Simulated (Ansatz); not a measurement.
# BePdS$_{3}$: single run (Ansatz)

Input:

```yaml
crystal:
  lattice:
    - [3.2529, 0.0, 0.0]
    - [1.62645, -6.775051, 0.0]
    - [0.0, 0.0, -7.467166]
  atoms:
    - { symbol: Pd, position: [0.998, 0.004, 0.75] }
    - { symbol: Pd, position: [0.002, 0.996, 0.25] }
    - { symbol: S, position: [0.893, 0.214, 0.015] }
    - { symbol: S, position: [0.107, 0.786, 0.515] }
    - { symbol: S, position: [0.675, 0.65, 0.836] }
    - { symbol: S, position: [0.325, 0.35, 0.336] }
    - { symbol: Be, position: [0.2621, 0.4758, 0.012] }
    - { symbol: Be, position: [0.7379, 0.5242, 0.512] }
    - { symbol: S, position: [0.668, 0.664, 0.186] }
    - { symbol: S, position: [0.332, 0.336, 0.686] }
  symmetry: { detect: false }
kpoints:
  mp_grid: { grid: [6, 6, 3], shift: [0, 0, 0] }
magnetization:
  spin_polarized: false
scf:
  occupations: { method: fermi_dirac, width: 0.0935 }
hamiltonian:
  pseudopotentials: { kind: paw }
  xc: r2scan
  hubbard: { sites: [{ species: Pd, l: d, u_eff: 4.0 }], double_counting: fll }
basis:
  ecutwfc: 420
output:
  forces: true
  stress: true
  eigenvalues: true
```

Launch command:

```bash
ansatz run input.yaml --threads 1 --pin off --max-ram 2560MiB --backend cpu --events-out ev --progress --plain --runs-dir out
```

Origin of the cell: a known structure type with other elements, at an estimated volume, so it need not be a known compound.

Output (shortened):

```
Warning: basis.ecutwfc = 420 eV is below the records' recommended 500 eV, and the density's cutoff is lower with it unless basis.ecutrho_ratio is high enough to keep the records' density cuto […]
Pd: projections on atomic orbitals take those of the free atom [Ar 3d10] 4s2 4p6 4d10, of charge +0.00 (hamiltonian.pseudopotentials.projection_atoms); the dataset's partial waves leave at mo […]
S: projections on atomic orbitals take those of the free atom [Ne] 3s2 3p4, of charge +0.00 (hamiltonian.pseudopotentials.projection_atoms); the dataset's partial waves leave at most 1.6e-7 o […]
Be: projections on atomic orbitals take those of the free atom [He] 2s2, of charge +0.00 (hamiltonian.pseudopotentials.projection_atoms); the dataset's partial waves leave at most 1.1e-9 of a […]
Pseudopotentials: kind: paw
Pseudopotential: Pd, paw, valence charge 18, recommended cutoff 500 eV (meta_gga), Pd.paw.azcp
Pseudopotential: S, paw, valence charge 6, recommended cutoff 500 eV (meta_gga), S.paw.azcp
Pseudopotential: Be, paw, valence charge 2, recommended cutoff 500 eV (meta_gga), Be.paw.azcp
Functional definition: r2SCAN
  exchange = r2scan_x(k0 = k0, k1 = k1, a1 = a1)
  correlation = r2scan_c
[… 14 lines left out …]
Initial density: superposition of atomic densities (chi_scale 0.1, normalization cell, long waves of neutral atoms under a Hubbard term (reshape's long-wave potential 0.11 eV rms, cloud 2.44 Å wide))
Functional: x = r2scan, c = r2scan; τ floored in thin density (d = 2e-4 eV/Å³)
SCF iter   1: F=—  HF=-19588.297527 eV  Δρ=4.26e-2  dr2=2.99e0  dr2_τ=1.36e-1  defer=50
SCF iter   2: F=—  HF=-19588.523772 eV  Δρ=2.08e-2  dr2=3.82e-1  dr2_τ=4.25e-2  defer=100
SCF iter   3: F=—  HF=-19588.635444 eV  Δρ=1.12e-2  dr2=2.21e-1  dr2_τ=1.24e-2  defer=100
SCF iter   4: F=—  HF=-19588.638877 eV  Δρ=2.06e-3  dr2=4.48e-3  dr2_τ=1.09e-3  defer=100
SCF iter   5: F=—  HF=-19588.641002 eV  Δρ=8.92e-4  dr2=9.85e-4  dr2_τ=9.78e-5  defer=98
SCF iter   6: F=—  HF=-19588.641418 eV  Δρ=1.47e-4  dr2=5.07e-5  dr2_τ=2.62e-6  defer=98
SCF iter   7: F=—  HF=-19588.641435 eV  Δρ=4.12e-5  dr2=4.51e-6  dr2_τ=1.91e-7  defer=98
SCF iter   8: F=—  HF=-19588.641436 eV  Δρ=1.58e-5  dr2=9.41e-7  dr2_τ=5.89e-8  defer=98
SCF iter   9: F=—  HF=-19588.641436 eV  Δρ=7.91e-6  dr2=2.33e-7  dr2_τ=1.28e-8  defer=98
SCF iter  10: F=—  HF=-19588.641436 eV  Δρ=6.33e-6  dr2=1.15e-7  dr2_τ=6.38e-9
SCF iter  11: F=-19588.641436 eV  HF=-19588.641436 eV  Δρ=2.95e-6  dr2=1.91e-8  dr2_τ=1.41e-9
SCF 1 converged in 11 iterations: F = -19588.641436 eV  dr2 = 1.91e-8
SCF converged after 11 iterations
Free energy (F): -19588.641436 eV
Harris-Foulkes:  -19588.641436 eV  (|F-HF|=1.04e-8)
Internal energy: -19588.470319 eV  (E = F + TS)
E sigma→0 (E₀):  -19588.555878 eV
Entropy (-TS):   -0.171118 eV (-17.112 meV/atom)
Fermi energy:    8.495725 eV
--- Per-component energies (eV) ---
  E_band       = -624.480031
  E_kinetic    = 1693.177317
  E_local      = -6941.000019  (includes V_loc(G=0)·N_el)
  E_nonlocal   = 619.201827
  E_hartree    = 2883.543925
  E_xc         = -897.594804
  E_vxc        = -1062.568548  (∫ρ·V_xc dr)
  E_hubbard    = 2.322924  (on-site DFT+U / exact-exchange correction)
  E_vhub       = -32.457461  (the Hubbard potential's part of the band-sum identity)
  E_paw        = -11324.049322  (= ΣΔE_a)
  E_vpaw       = -730.804235  (= ΣTr[D̂ρ^β])
  E_aug_tail   = 0.000420  (compensation charges beyond the density's cutoff)
  E_vtau       = 62.875859  (kinetic-family band-sum trace: ∫τ·v_τ [+ j·A + Jᵃ·Aᵃ] dr)
  E_ewald      = -5622.485758
  E_core_change = -1.586828  (= ΣΔE_core)
  E_smearing   = -0.171118  (= −TS)
  Σ components = -19588.641436   (vs F -19588.641436, Δ=0.00e0)
--- Forces (eV/Å), atoms counted from 1 ---
  atom   1  Pd     0.000005    -0.462302    -0.693791
  atom   2  Pd    -0.000005     0.462302    -0.693794
  atom   3  S      0.000003    -0.221424     0.661066
  atom   4  S     -0.000003     0.221413     0.660992
  atom   5  S     -0.000006    -0.600703    -1.730925
  atom   6  S      0.000006     0.600691    -1.730963
  atom   7  Be     0.000001     0.193060     0.094045
  atom   8  Be    -0.000001    -0.193061     0.094087
  atom   9  S      0.000001    -0.863259     1.669627
  atom  10  S     -0.000001     0.863283     1.669604
  max |Σ_I F_I| component: 5.38e-5 eV/Å
--- Stress (GPa, compression-positive) ---
       -3.806828       0.000001       0.000000
        0.000001      -9.629950      -0.000045
        0.000000      -0.000045      -2.725922
  P = ⅓ Tr σ = -5.3876 GPa (-53.876 kbar)
Occupation matrices written to <dir>
```

Caveats: the cutoff lies below the datasets' advice; the k mesh is coarse if the cell is a metal.

Time: 91 s on 1 thread of Intel(R) Xeon(R) Platinum 8259CL CPU @ 2.50GHz (Skylake/Cascade Lake), with other jobs on the host, peak memory 1 GiB, from the program's own first density.
